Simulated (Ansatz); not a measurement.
# Pressure against volume in Zn4SeS3

The structure comes from a generated guess, relaxed at this level; another structure or a mixture of phases may lie lower.

Level of theory: Ansatz 0.2.0, DFT PBE, scalar-relativistic, plane waves, PAW. The final run on the 8-atom cell used 420 eV, a Γ-centred 8×8×4 mesh, 0.02 eV smearing and no spin polarisation.

```yaml
crystal:
  lattice:
    - [3.90063, 0.00000, 0.00000]
    - [0.00000, 3.90063, 0.00000]
    - [0.00000, 0.00000, 11.02761]
  atoms:
    - { symbol: Zn, position: [0.50000, 0.00000, 0.87852] }
    - { symbol: Zn, position: [0.00000, 0.50000, 0.12148] }
    - { symbol: Zn, position: [0.50000, 0.00000, 0.36488] }
    - { symbol: Zn, position: [0.00000, 0.50000, 0.63513] }
    - { symbol: Se, position: [0.00000, 0.00000, 0.50000] }
    - { symbol: S, position: [0.00000, 0.00000, 0.00000] }
    - { symbol: S, position: [0.50000, 0.50000, 0.24318] }
    - { symbol: S, position: [0.50000, 0.50000, 0.75682] }
```

The cell was set to several volumes, with shape and atoms relaxed at each where symmetry leaves them free. Pressure is positive in compression, and energies count from the lowest row.

```csv
row,V (Å³/atom),P (GPa),ΔE (meV/atom),gap on mesh (eV)
1,18.456,11.21,78.4,2.23
2,19.085,?,?,?
3,19.715,4.69,17.4,1.96
4,20.344,2.15,4.1,1.82
5,20.973,0.00,0.0,1.70
6,21.602,-1.82,3.7,1.58
7,22.231,-3.37,14.0,1.46
8,23.070,-5.08,36.2,1.32
```

Problem. Find B = −V·ΔP/ΔV from rows 4 and 6 and from rows 1 and 3, and from the two its slope B′ and its value B0 at zero pressure.

Solution. Rows 4 and 6 give −(20.344 + 21.602)/2 × (-1.82 − (2.15))/(21.602 − 20.344) = 66.2 GPa at a mean pressure of 0.16 GPa. Rows 1 and 3 give −(18.456 + 19.715)/2 × (4.69 − (11.21))/(19.715 − 18.456) = 98.8 GPa at a mean pressure of 7.95 GPa. So B′ = (98.8 − 66.2)/(7.95 − (0.16)) = 4.18 and B0 = 66.2 − 4.18 × (0.16) = 65.5 GPa. A third-order Birch–Murnaghan fit to all the energies gives B0 = 65.9 GPa and B′ = 4.5.

Problem. Estimate the pressure and energy of row 2.

Solution. From row 5, V0 = 20.973 × (1 + (0.00)/65.5) = 20.973 Å³/atom. Murnaghan's form P = (B0/B′)·[(V0/V)^B′ − 1] gives (65.5/4.18) × [(20.973/19.085)^4.18 − 1] = 7.57 GPa; the computed pressure is 7.68 GPa, so the estimate is off by -0.11 GPa. The work of compression from row 3, with the mean of the two pressures, gives ΔE = 17.4 + (7.57 + 4.69)/2 × (19.715 − 19.085)/160.2 × 1000 = 41.5 meV/atom (1 eV/Å³ = 160.2 GPa); the computed value is 41.5 meV/atom.

Problem. Fit the gap against pressure through the other rows and estimate it at the computed pressure of row 2.

Solution. Over the 7 rows the mean pressure is 1.1114 GPa and the mean gap is 1.724 eV. The sums of products of deviations are S_xx = 184.1 and S_xy = 10.19, so the slope is 10.19/184.1 = 0.05535 (r = 0.99, rms misfit 0.04 eV). At 7.68 GPa the line gives 1.724 + (0.05535) × (7.68 − 1.1114) = 2.09 eV. The computed value is 2.09 eV, so the line is off by 0.00 eV, less than the largest miss among the fitted rows (0.06 eV).

Kohn–Sham gaps at this level usually fall short of measured ones. All volumes keep the k mesh of the relaxed cell. A later test with randomly moved atoms came back to the same energy, though modes that don't fit the test's cell weren't probed.
